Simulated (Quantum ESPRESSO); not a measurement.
# One change at a time to InLi3PtSnW2

Calculated results; nothing here was measured. They come from Quantum ESPRESSO 7.5, a public plane-wave density functional program. Each row is one single-point run on a made-up periodic cell of eight metal atoms, with elements, volume, strain and displacements drawn at random and not relaxed, so a cell may be unstable or far from any real phase. There is no spin polarisation or spin-orbit coupling.

Settings: PBE unless stated; PseudoDojo standard norm-conserving files; Fermi-Dirac width 0.25 eV, which means electrons at about 2900 K; cutoff 1252 eV; 5 x 5 x 4 k mesh shifted half a step off Gamma. E is the free energy of the whole cell (internal energy minus TS), so a -TS column is already part of it. Stress is positive in tension, and the pressure P is minus a third of its trace.

Checks: one run of this series was repeated at a higher cutoff and on a denser mesh, which moved values by no more than 0.004 eV, 0.04 GPa and 0.013 eV/Å, and a second program with other atomic files agreed on it to 2 % rms in force and 0.5 GPa in pressure. Known limits: the copper pseudopotential is less sure than most, with forces differing by about three percent and pressure by about two GPa from a second method on plain copper; the tin pseudopotential is less sure than most, with forces differing by about three percent from a second method on plain tin; heavy elements are run without spin-orbit coupling, which real alloys of them have; a spin test at this wide smearing found no moment, but such smearing suppresses magnetism that the real alloy may have.

The lattice is hexagonal close-packed, and the cell vectors in Å are (4.469, -2.580, 0.000); (-2.979, 0.000, -4.820); (2.979, 5.160, 0.000), a volume of 148.20 Å³ in run 1. The elements on sites 1 to 8 are Li In Li Li W Sn Pt W. Each later run makes one change to run 1 and keeps the rest. E is counted from run 1, and is n/a where other atomic files have another zero of energy.

| run | change | V (Å³) | P (GPa) | -TS (eV) | rms force (eV/Å) | largest change of a force component (eV/Å) | E (eV) |
|---|---|---|---|---|---|---|---|
| 1 | none | 148.20 | -8.12 | -1.239 | 0.554 | 0.000 | 0.000 |
| 2 | sites 4 and 6 exchanged | 148.20 | -8.27 | -1.434 | 0.627 | 0.821 | 0.224 |
| 3 | all lengths scaled by +1.10 % | 153.15 | -10.02 | -1.289 | 0.533 | 0.148 | ? |
| 4 | LDA in place of PBE | 148.20 | -13.99 | -1.255 | 0.557 | 0.224 | n/a |
| 5 | Cu on site 8 | 148.20 | -6.90 | -1.052 | 0.381 | 1.102 | n/a |
| 6 | site 2 moved by -0.06 Å along y | 148.20 | -8.08 | -1.236 | 0.534 | 0.322 | -0.017 |

## Worked estimate

Along a uniform scaling dE = -P dV. The mean of the two pressures is -9.070 GPa and the volume changes by 4.95 Å³, with 160.2 GPa to one eV/Å³. The same two rows give -V dP/dV = 58 GPa for this cell with clamped atoms, which is not the bulk modulus of a real alloy.

## Withheld value

Question: what E should run 3 give?

The estimate is 0.280 eV. The calculation gave 0.281 eV.
